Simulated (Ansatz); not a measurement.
ReTe2:
```yaml
crystal:
  lattice:
    - [1.67818, 1.78453, 6.87109]
    - [6.95586, 0.00000, 0.00000]
    - [3.42570, 6.20125, 0.00000]
  atoms:
    - { symbol: Re, position: [0.49604, 0.98807, 0.70241] }
    - { symbol: Re, position: [0.50396, 0.01193, 0.29759] }
    - { symbol: Re, position: [0.48838, 0.57682, 0.67745] }
    - { symbol: Re, position: [0.51162, 0.42318, 0.32255] }
    - { symbol: Te, position: [0.19928, 0.88846, 0.64174] }
    - { symbol: Te, position: [0.80072, 0.11154, 0.35826] }
    - { symbol: Te, position: [0.23846, 0.33912, 0.68539] }
    - { symbol: Te, position: [0.76154, 0.66088, 0.31461] }
    - { symbol: Te, position: [0.71696, 0.61966, 0.87767] }
    - { symbol: Te, position: [0.28304, 0.38034, 0.12233] }
    - { symbol: Te, position: [0.68731, 0.16668, 0.84788] }
    - { symbol: Te, position: [0.31269, 0.83332, 0.15212] }
```

This is the LDA-relaxed structure. Cartesian axes are those of the cell as given.

Q: All from DFT-LDA in the program Ansatz with PAW potentials, unless another level is named. Predict the smallest direct gap on the standard path.

A: 0.71 eV.

Q: And the electron effective mass?

A: 0.53, 0.96, 1.6 mₑ (principal values).

Q: Predict the weight of the conduction-edge state by species (Voronoi cells).

A: Re 56 %, Te 44 %.

Q: Give the conduction-band minimum.

A: off the standard path, at k = (0.151, -0.260, 0.406).

Q: Give the weight of the valence-edge state by species (Voronoi cells).

A: Te 84 %, Re 16 %.

Space group P-1. The first step of the workflow began from a Materials Project structure, measured or hypothetical; the Crystallography Open Database copy checked does not list it. Whether it is the stable phase at ambient conditions was not checked. The cell was relaxed with LDA under the symmetry of its start; its stability against distortions is not shown here. No spin polarisation was allowed. A crystal of weakly bound layers computed without a dispersion correction: the cell and the soft elastic constants depend strongly on that. Spin–orbit coupling is left out wherever it is not named.

Potentials: the later of the program's two PAW sets.
